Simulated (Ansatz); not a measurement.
PmBi (rocksalt structure)

Level of theory: DFT, PBEsol, scalar-relativistic, collinear spin; plane waves to 600 eV with PAW datasets (Ansatz 0.2.0), Γ-centred 8×8×8 mesh, 0.05 eV Gaussian smearing. The datasets are Ansatz's generated set soft_2.

```
Pm Bi
1.0
     0.00000    3.21885    3.21885
     3.21885    0.00000    3.21885
     3.21885    3.21885    0.00000
Pm Bi
1 1
Direct
  0.50000 0.50000 0.50000
  0.00000 0.00000 0.00000
```

The cell was built from a prototype; rock salt is the usual structure of such lanthanide and actinide compounds.

Magnetic state: ferromagnetic, site spin moments Pm 4.33; Bi -0.09 μB.

The cell is relaxed to zero pressure at this level.

Path: Γ–X–U | K–Γ–L–W–X, with Γ = (0.000, 0.000, 0.000), X = (0.500, 0.000, 0.500), U = (0.625, 0.250, 0.625), K = (0.375, 0.375, 0.750), L = (0.500, 0.500, 0.500), W = (0.500, 0.250, 0.750) in reciprocal vectors of the calculation's cell.

Problem. Is it a metal or an insulator, and if it has a gap, where are the band edges on this path?

Solution. A metal: bands cross the Fermi level.

Levels between -5 and 3 eV from the Fermi level at the path's named points:
| point | spin | below E_F (eV) | above E_F (eV) |
| --- | --- | --- | --- |
| Γ | up | -0.82 -0.67 -0.67 -0.52 -0.17 -0.17 -0.08 | 1.72 1.73 1.73 1.81 1.88 1.88 2.53 2.53 2.96 |
| Γ | down |  | 0.75 0.75 0.81 2.12 2.13 2.13 2.24 2.68 2.68 2.97 |
| X | up | -1.76 -0.89 -0.77 -0.58 -0.57 -0.25 | 0.04 0.06 0.20 0.58 0.73 |
| X | down | -1.64 -0.01 | 0.01 0.48 2.21 2.34 2.37 2.82 2.85 |
| U | up | -1.86 -1.63 -0.92 -0.58 -0.56 -0.54 -0.37 | 0.05 0.08 0.21 1.77 |
| U | down | -1.71 -1.51 -0.59 | 1.74 2.19 2.27 2.33 2.80 2.85 2.94 |
| K | up | -1.85 -1.63 -0.98 -0.58 -0.57 -0.55 -0.19 | 0.04 0.06 0.11 1.79 |
| K | down | -1.71 -1.51 -0.58 | 1.66 2.20 2.34 2.42 2.80 2.83 2.98 |
| L | up | -3.31 -1.22 -1.22 -0.59 -0.58 -0.55 -0.52 | 0.02 0.08 0.10 |
| L | down | -3.22 -1.11 -1.11 | 2.05 2.25 2.34 2.67 2.81 2.89 2.95 |
| W | up | -1.63 -1.45 -1.45 -0.57 -0.57 -0.55 -0.43 | 0.05 0.08 0.08 |
| W | down | -1.46 -1.31 -1.31 | 2.10 2.18 2.32 2.56 2.74 2.84 2.94 |

Formal charges Pm³⁺, Bi³⁻ leave Pm³⁺ with an open 4f⁴ shell. Nothing in this functional splits the part-filled shell enough, so f states lie at the Fermi level. Apart from the f shell, rare-earth antimonides and bismuthides of this kind are mostly semimetals, since the Pm 5d band overlaps the anion's p band.

Without a U the open 4f shell is pinned at the Fermi level, an artefact: in the real crystal it splits into occupied and empty levels away from it, and its large orbital moment is missing here. No spin–orbit coupling, a notable omission for heavy elements. The order of the orbitals lowers the symmetry, along an axis that is one of several equivalent ones. Site moments are of spin, integrated over atomic spheres. The run holds 0.5 f electrons more on Pm than the trivalent ion has, so it is between trivalent and divalent here. In such compounds it is trivalent as a rule, so this state is likely an artefact, and the extra f charge swells the ion. Only parallel moments were tried, so the real magnetic order may be another.

The state of the open shells isn't shown to be the lowest, and forces and pressures are less sure for it.
